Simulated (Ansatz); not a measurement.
SiC2N4:
```
SiC2N4
1.0
   -2.38561     2.77099     3.89466
    2.38561    -2.77099     3.89466
    2.38561     2.77099    -3.89466
C Si N
4 2 8
Direct
  0.00000   0.00000   0.50000
  0.00000   0.50000   0.00000
  0.65371   0.40371   0.25000
  0.34629   0.59629   0.75000
  0.00000   0.00000   0.00000
  0.50000   0.00000   0.50000
  0.27775   0.77323   0.99548
  0.27775   0.28226   0.50452
  0.20562   0.76513   0.44049
  0.82464   0.76513   0.05951
  0.72225   0.22677   0.00452
  0.72225   0.71774   0.49548
  0.79438   0.23487   0.55951
  0.17536   0.23487   0.94049
```

Relaxed with r²SCAN.

Q: Tabulate the valence density and the electron localisation function along the shortest Si–N contact (1.85 Å), the program Ansatz at the r²SCAN level (PAW).

A: 

```tsv
distance from Si (Å)	density (e/Å³)	ELF
0.19	0.12	0.30
0.28	0.15	0.21
0.37	0.20	0.20
0.46	0.27	0.26
0.56	0.36	0.41
0.65	0.47	0.61
0.74	0.59	0.76
0.83	0.71	0.85
0.93	0.86	0.89
1.02	1.05	0.90
1.11	1.31	0.91
1.21	1.69	0.90
1.30	2.24	0.86
1.39	2.88	0.79
1.48	3.42	0.65
1.58	3.67	0.40
1.67	3.60	0.16
```

The density is the valence pseudo-density with augmentation charge, so density and ELF within about 1 Å of a nucleus are not all-electron values.

Space group Imma. The start of the workflow was typed in or built on a structure type; neither database checked (COD, Materials Project) lists it. COD files the formula under space group No. 224. Whether it is the stable phase at ambient conditions was not checked. Symmetry was held in the r²SCAN relaxation; whether a distortion lowers the energy is not shown. The volume moved by 26 % from the start of the relaxation. Its formation energy is positive at this level, so the cell may be metastable or incomplete.

Potentials: the earlier of the program's two PAW sets.
